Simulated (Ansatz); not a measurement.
This guess for Mg5Te is about to be relaxed.

```cif
data_structure
_symmetry_space_group_name_H-M 'C2/m'
_symmetry_Int_Tables_number 12
_cell_length_a 7.2607
_cell_length_b 6.0744
_cell_length_c 7.4860
_cell_angle_alpha 90.000
_cell_angle_beta 118.738
_cell_angle_gamma 90.000
_cell_volume 289.50
loop_
_atom_site_label
_atom_site_type_symbol
_atom_site_symmetry_multiplicity
_atom_site_Wyckoff_symbol
_atom_site_fract_x
_atom_site_fract_y
_atom_site_fract_z
_atom_site_occupancy
Mg1 Mg 2 b 0.00000 0.50000 0.00000 1
Mg2 Mg 4 e 0.25000 0.75000 0.00000 1
Mg3 Mg 4 f 0.75000 0.75000 0.50000 1
Te1 Te 2 d 0.50000 0.00000 0.50000 1
```

Level of theory: DFT PBE, scalar-relativistic, plane waves, PAW (Ansatz 0.2.0). Cutoff 420 eV, Gaussian smearing, Γ-centred meshes. Cell and atoms relax first on a coarse mesh and then on a finer one. In between, the cell is made exact in the group found at 0.06 Å. In metals the finer mesh still leaves noise of several meV/atom or more. The steps can't lower the symmetry of their start. No spin polarisation.

A guess keeps its type if space group and coordination stay and the shape of the cell changes little (axis ratios within about 15 %, angles within 6°); the volume may change.

Q: Does it keep its structure type, or change into something else?

A: It doesn't keep its type. The symmetry goes from C2/m (No. 12) to I4/mmm (No. 139). The volume per atom grows by 16.4 %, from 24.1 to 28.1 Å³. The shortest distance goes from 2.37 Å (Mg–Te and Mg–Mg) to 3.01 Å (Mg–Mg). Counting neighbours within 15 % of an atom's shortest distance, the start has Mg 2/4, Te 4 and the end Mg 8, Te 8. In detail, at the end Mg on a site of symmetry 4/mmm is surrounded by 8 Mg at 3.15 Å; around Mg on a site of symmetry 2/m lie 6 Mg at 3.01–3.15 Å and 2 Te at 3.15 Å; around Te lie 8 Mg at 3.15 Å.

```cif
data_structure
_symmetry_space_group_name_H-M 'I4/mmm'
_symmetry_Int_Tables_number 139
_cell_length_a 6.0262
_cell_length_b 6.0262
_cell_length_c 9.2784
_cell_angle_alpha 90.000
_cell_angle_beta 90.000
_cell_angle_gamma 90.000
_cell_volume 336.95
loop_
_atom_site_label
_atom_site_type_symbol
_atom_site_symmetry_multiplicity
_atom_site_Wyckoff_symbol
_atom_site_fract_x
_atom_site_fract_y
_atom_site_fract_z
_atom_site_occupancy
Mg1 Mg 2 b 0.50000 0.50000 0.00000 1
Mg2 Mg 8 f 0.25000 0.25000 0.25000 1
Te1 Te 2 a 0.00000 0.00000 0.00000 1
```

Energies over the elements count from the elements' standard structures at the same level, with no fitted energy shifts.

Q: At what energy does it end?

A: +0.06 eV/atom. The separate elements lie lower, so it is unstable against them.

The last run used a 10×10×10 mesh for its 6-atom cell and Gaussian smearing of 0.10 eV. Spin–orbit coupling, which can matter for Te, is left out. The reference form of Te is held partly by dispersion forces, which this level lacks. Symmetry constrained the relaxation, so the result can be a saddle point.

In counts of neighbours, a slash parts the counts of unlike sites.
